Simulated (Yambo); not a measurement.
G0W0@LDA for BeS (zinc blende, space group F-43m, No. 216) in Yambo (6×6×6 mesh, 10 Ry block, plasmon pole, screening fixed), without a terminator:

| bands N in G | gap Γ → X (eV) | shift of the valence edge (eV) |
|---|---|---|
| 22 | 4.402 | -0.639 |
| 39 | 4.457 | -0.925 |
| 62 | 4.505 | -1.060 |

Task: Extrapolate both columns to infinite N with E(N) = E∞ + A/N, test the form, and compare with the terminator.

Result: From two points, E∞ = (N2 E2 − N1 E1)/(N2 − N1). The two largest N give 4.59 eV for the gap and -1.29 eV for the shift; the two smallest give 4.53 eV and -1.30 eV. For the gap the slopes A are -2.8 and -5.0 eV: the form isn't reached, and its limit is uncertain. For the shift the slopes A are 14 and 14 eV: the 1/N form holds. With the Bruneval-Gonze terminator and 62 bands the run gives 4.55 eV and -1.17 eV, 0.04 eV and 0.12 eV from the extrapolated values: the terminator too is an estimate of the remainder. Block, mesh and the bands in W are held fixed.

Geometry relaxed with LDA; primitive cell a = b = c = 3.3913 Å, α = β = γ = 60.00°.

A shift is the quasiparticle energy of the state minus its LDA energy.
